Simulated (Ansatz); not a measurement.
## WAu: programs and potentials compared

```
W Au
1.0
     0.00000    2.90921    2.90921
     2.90921    0.00000    2.90921
     2.90921    2.90921    0.00000
W Au
1 1
Direct
  0.00000 0.00000 0.00000
  0.75000 0.75000 0.75000
```

The cell comes from a database or a generator and needn't be the stable form of this composition.

Alike in all runs: task band structure; functional PBE; k mesh 8 × 8 × 8; occupations fermi-dirac, width 0.05 eV; no spin polarisation; no spin-orbit coupling. Pressure is positive in compression and, in plane waves, holds the error of the finite cutoff, which Ansatz's Pulay term estimates and takes out.

```json
{"program and potentials": "Ansatz, Ansatz PAW", "plane-wave cutoff (eV)": "420", "start density": "network", "start seed": "-", "notes": "16.5 valence electrons an atom on average; Pulay term of +0.05 GPa included", "pressure (GPa)": "0.02"}
{"program and potentials": "Ansatz, JTH PAW", "plane-wave cutoff (eV)": "1290", "start density": "atoms", "start seed": "0", "notes": "12.5 valence electrons an atom on average", "pressure (GPa)": "0.37"}
{"program and potentials": "Ansatz, SPMS NC", "plane-wave cutoff (eV)": "517", "start density": "atoms", "start seed": "0", "notes": "16.5 valence electrons an atom on average; Pulay term of +0.03 GPa included", "pressure (GPa)": "0.27"}
{"program and potentials": "Ansatz, PseudoDojo stringent (PBE files)", "plane-wave cutoff (eV)": "1034", "start density": "atoms", "start seed": "0", "notes": "16.5 valence electrons an atom on average; Pulay term of +0.03 GPa included", "pressure (GPa)": "-0.01"}
{"program and potentials": "Ansatz, Ansatz PAW (files of its older set among them)", "plane-wave cutoff (eV)": "760", "start density": "atoms", "start seed": "0", "notes": "23.5 valence electrons an atom on average", "pressure (GPa)": "0.12"}
```

The pressure spans -0.01 (Ansatz, PseudoDojo stringent (PBE files)) to 0.37 GPa (Ansatz, JTH PAW).

The functional is the same throughout but for its coding, so the spread measures potentials, basis and numerics; runs on potential files found faulty are left out.
